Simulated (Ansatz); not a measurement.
AlRu (CsCl type, space group No. 221) under volume change, LDA in the plane-wave PAW code Ansatz, scaled uniformly.

| V (Å³/atom) | E − E(relaxed) (meV/atom) | P (GPa) |
|---|---|---|
| 11.726 | [?] | [?] |
| 12.112 | 37.5 | 16.42 |
| 12.499 | 8.9 | 7.56 |
| 12.886 | 0.0 | 0.01 |
| 13.272 | [?] | [?] |
| 13.659 | 30.2 | -11.87 |
| 14.045 | 64.6 | -16.51 |

Question: Complete the blanks.

Answer: 
- 11.726, E − E(relaxed) (meV/atom): 89.4
- 11.726, P (GPa): 26.85
- 13.272, E − E(relaxed) (meV/atom): 7.9
- 13.272, P (GPa): -6.41

Question: What does a third-order Birch–Murnaghan fit give for V₀, B₀ and B′?

Answer: V₀ = 12.89 Å³/atom, B₀ = 231 GPa, B′ = 4.4.

Space group Pm-3m (CsCl type). The LDA relaxation kept the symmetry of its start; of distortions, only those at the zone centre were tested. The run is not spin-polarised.

Potentials: the later of the program's two PAW sets.
